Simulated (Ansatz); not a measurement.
Values for one crystal, relaxed and computed with DFT-LDA in the program Ansatz with PAW potentials; other levels are named.

* **Volume per atom**: 53.48 Å³
* **Electronic character**: metallic (no gap)
* **Mechanical stability**: stable (all eigenvalues of C positive)
* **Hill bulk and shear moduli**: 9.1 and 5.8 GPa
* **Pressure derivative B′**: 3.5
* **Debye temperature from the elastic constants**: 102 K
* **Elastic constants (relaxed ions, GPa)**: C11 = 11.8, C12 = 7.8, C44 = 11.3

**Question.** Which of these materials gives this?
(A) Sr, bcc (W type)
(B) Au, bcc (W type)
(C) Ba, fcc (Cu type)
(D) Mg, 9R (Sm type)

**Answer.** C, Ba, fcc (Cu type)

Space group Fm-3m (fcc (Cu type)). The workflow started from a Materials Project entry (that database holds measured and hypothetical structures alike); the Crystallography Open Database copy checked does not list it. It is not the phase usual at ambient conditions (space group No. 229). The cell was relaxed with LDA under the symmetry of its start; its stability against distortions is not shown here. As this level gives no gap, shear constants depend on the k-mesh and smearing (Fermi–Dirac, 0.1 eV here). Spin–orbit coupling is left out wherever it is not named.

Potentials: the later of the program's two PAW sets.
